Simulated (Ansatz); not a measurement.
# Structures of Cs$_{2}$Mg: which is lowest?

Plane-wave DFT in Ansatz with scalar-relativistic PAW potentials, cutoff 420 eV, Γ-centred meshes chosen by cell and gap, Gaussian smearing with energies taken to zero width. Every cell was relaxed (cell and atoms) in a run of its own, within the symmetry of its start. Functional: PBE.

Relaxed structures (starts from databases or built by putting these elements on another compound's sites):
A. Fm-3m, 3 atoms in the computed cell, a = 9.843 Å; sites (symmetry × multiplicity) Cs -43m × 8, Mg m-3m × 4; start: built
B. P6/mmm, 3 atoms in the computed cell, a = 7.191 Å, c = 4.495 Å; sites (symmetry × multiplicity) Cs -6m2 × 2, Mg 6/mmm × 1; start: built

Q: Rank them by energy. Could pressure change the order?

A:
| structure | group | E − E(lowest) (meV/atom) | V (Å³/atom) | gap on mesh (eV) |
| --- | --- | --- | --- | --- |
| A | Fm-3m | 0.0 | 79.47 | 0.00 |
| B | P6/mmm | 68 | 67.09 | 0.00 |

A is lowest, 68 meV/atom under B. B is denser by 12.37 Å³/atom, so pressure favours it: ΔE/ΔV, with ΔE in eV and 1 eV/Å³ = 160.2 GPa, gives about 0.9 GPa for equal enthalpy if both cells were rigid, a rough figure since the two compress differently. Other structures may lie lower than all of these, and vibrations aren't counted.

Spin-orbit coupling is left out, which matters for the bands of heavy elements.